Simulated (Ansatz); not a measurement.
Input, command and steps of an Ansatz relaxation.

```yaml
crystal:
  lattice:
    - [5.8281421127, -3.8745174646, -0.1956261498]
    - [5.81139587, 3.8488374645, -0.188156002]
    - [-0.1879596634, 0.0041324951, 3.8628562903]
  atoms:
    - { symbol: Hg, position: [0.5, 0.5, 0.5] }
    - { symbol: H, position: [-0.0063643821, 0.3248286949, 0.293695574] }
    - { symbol: H, position: [-0.3220833789, 0.0029040528, 0.7073655732] }
    - { symbol: H, position: [0.0063643821, -0.3248286949, 0.706304426] }
    - { symbol: H, position: [0.3220833789, -0.0029040528, 0.2926344268] }
    - { symbol: C, position: [-0.0027061545, 0.1793485918, 0.3871851188] }
    - { symbol: C, position: [-0.1780089261, 0.000948715, 0.6135001291] }
    - { symbol: C, position: [0.0027061545, -0.1793485918, 0.6128148812] }
    - { symbol: C, position: [0.1780089261, -0.000948715, 0.3864998709] }
    - { symbol: "N", position: [-0.1789731897, 0.17880069, 0.5005826815] }
    - { symbol: "N", position: [0.1789731897, -0.17880069, 0.4994173185] }
    - { symbol: Cl, position: [0.660045264, 0.663093547, 0.0701736633] }
    - { symbol: Cl, position: [0.339954736, 0.336906453, 0.9298263367] }
basis:
  ecutwfc: 420
kpoints:
  mp_grid: { grid: [4, 4, 6] }
hamiltonian:
  xc: pbe
  dispersion: d3bj
scf:
  occupations: { method: gaussian, width: 0.02 }
output:
  forces: true
  stress: true
  eigenvalues: true
relax:
  adjacent_minimum: "off"
  f_tol: 0.04
  max_steps: 70
  cell: { stress_tol: 0.2 }
```

```bash
ansatz run input.yaml --threads 2 --pin off --max-ram 5120MiB --backend cpu --events-out ev --progress --plain --runs-dir out
```

Level of theory: DFT PBE+D3(BJ), scalar-relativistic, plane waves, PAW (Ansatz 0.2.0).

Of 3 frames 3 are shown, positions in Å and forces in eV/Å; the SCF threshold varies from step to step. Steps run on the plane waves of an earlier cell, with a Pulay correction in the pressure. The basis is chosen afresh for the last frame, the zero of the energies, and can be on the way; energy and pressure step there, also at an unchanged geometry.

```xyz
13
Lattice="5.8281 -3.8745 -0.1956 5.8114 3.8488 -0.1882 -0.1880 0.0041 3.8629" Properties=species:S:1:pos:R:3:forces:R:3 pbc="T T T" step=1 free_energy_over_end_meV_per_atom=0.03 pressure_GPa=-0.10
Hg    5.7258   -0.0108    1.7395    0.0000    0.0000    0.0000
H     1.7954    1.2761    1.0746   -0.0050    0.0020   -0.0020
H    -1.9932    1.2620    2.7949    0.0170   -0.0020   -0.0020
H    -1.9834   -1.2720    2.7882    0.0050   -0.0020    0.0020
H     1.8053   -1.2579    1.0679   -0.0170    0.0020    0.0020
C     0.9537    0.7024    1.4624   -0.0010    0.0020    0.0120
C    -1.1473    0.6959    2.4045    0.0400   -0.0140   -0.0280
C    -1.1417   -0.6982    2.4004    0.0010   -0.0020   -0.0120
C     0.9593   -0.6918    1.4583   -0.0400    0.0140    0.0280
N    -0.0981    1.3837    1.9350   -0.0030   -0.0190    0.0000
N    -0.0899   -1.3795    1.9278    0.0030    0.0190    0.0000
Cl    7.6871   -0.0049    0.0172    0.0020   -0.0050   -0.0160
Cl    3.7644   -0.0166    3.4619   -0.0020    0.0050    0.0160
13
Lattice="5.8234 -3.8716 -0.1919 5.8079 3.8478 -0.1859 -0.1857 0.0034 3.8664" Properties=species:S:1:pos:R:3:forces:R:3 pbc="T T T" step=2 free_energy_over_end_meV_per_atom=0.00 pressure_GPa=-0.02
Hg    5.7228   -0.0102    1.7443    0.0000    0.0000    0.0000
H     1.7986    1.2726    1.0762    0.0010   -0.0010    0.0040
H    -1.9887    1.2649    2.7950    0.0010    0.0010   -0.0060
H    -1.9844   -1.2692    2.7903   -0.0010    0.0010   -0.0040
H     1.8030   -1.2615    1.0714   -0.0010   -0.0010    0.0060
C     0.9569    0.7003    1.4660    0.0040    0.0030   -0.0100
C    -1.1451    0.6969    2.4031    0.0200   -0.0070   -0.0010
C    -1.1426   -0.6969    2.4005   -0.0040   -0.0030    0.0100
C     0.9594   -0.6935    1.4633   -0.0200    0.0070    0.0010
N    -0.0946    1.3832    1.9356   -0.0100   -0.0070    0.0040
N    -0.0911   -1.3798    1.9308    0.0100    0.0070   -0.0040
Cl    7.6808   -0.0095    0.0144    0.0070    0.0020   -0.0130
Cl    3.7648   -0.0109    3.4742   -0.0070   -0.0020    0.0130
13
Lattice="5.8234 -3.8716 -0.1919 5.8079 3.8478 -0.1859 -0.1857 0.0034 3.8664" Properties=species:S:1:pos:R:3:forces:R:3 pbc="T T T" step=3 free_energy_over_end_meV_per_atom=0.00 pressure_GPa=-0.02
Hg    5.7228   -0.0102    1.7443    0.0000    0.0000    0.0000
H     1.7986    1.2726    1.0762    0.0010   -0.0010    0.0040
H    -1.9887    1.2649    2.7950    0.0010    0.0010   -0.0060
H    -1.9844   -1.2692    2.7903   -0.0010    0.0010   -0.0040
H     1.8030   -1.2615    1.0714   -0.0010   -0.0010    0.0060
C     0.9569    0.7003    1.4660    0.0040    0.0030   -0.0100
C    -1.1451    0.6969    2.4031    0.0200   -0.0070   -0.0010
C    -1.1426   -0.6969    2.4005   -0.0040   -0.0030    0.0100
C     0.9594   -0.6935    1.4633   -0.0200    0.0070    0.0010
N    -0.0946    1.3832    1.9356   -0.0100   -0.0070    0.0040
N    -0.0911   -1.3798    1.9308    0.0100    0.0070   -0.0040
Cl    7.6808   -0.0095    0.0144    0.0070    0.0020   -0.0130
Cl    3.7648   -0.0109    3.4742   -0.0070   -0.0020    0.0130
```

Time: 72 s on 2 threads of Arm Neoverse N1, with other jobs on the host, peak memory 0.64 GiB.

Spin–orbit coupling is left out, which can shift energies with elements as heavy as these.